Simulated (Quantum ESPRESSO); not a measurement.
BaTiO₃ is modelled in the orthorhombic space group Amm2 (No. 38), Pearson symbol oS10. Cell: a = 3.983 Å, b = 5.725 Å, c = 5.751 Å, α = β = γ = 90.00°. O1 on 4e is surrounded by 1 Ti at 1.869 Å and 1 Ti at 2.195 Å and 4 Ba at 2.810–2.880 Å (octahedral). O2 on 2a is coordinated by 2 Ti at 1.999 Å and 4 Ba at 2.788–2.963 Å (octahedral). Ti on 2b sees 2 O at 1.869 Å and 2 O at 1.999 Å and 2 O at 2.195 Å (octahedral). Ba on 2a sees 12 O at 2.788–2.963 Å (cuboctahedral). (Neighbours: up to the widest gap in distance over summed covalent radii, below 1.35, at either atom; cation-cation contacts left out.)
(The calculation used a cell of 5 atoms; values per cell refer to that cell.)

The geometry is that of Materials Project entry mp-5777, symmetrised and not relaxed again.

### Question
What does norm-conserving PBEsol (Quantum ESPRESSO, 84 Ry, without SOC) give for the electronic structure near the Fermi level?

### Answer
The PBEsol gap is indirect, 2.17 eV, from T to Γ; the smallest direct gap is 2.56 eV. 

This is not the ordinary phase of the substance.

Letters of k points follow the standard setting of the lattice, whose axes may be ordered differently from the printed cell.
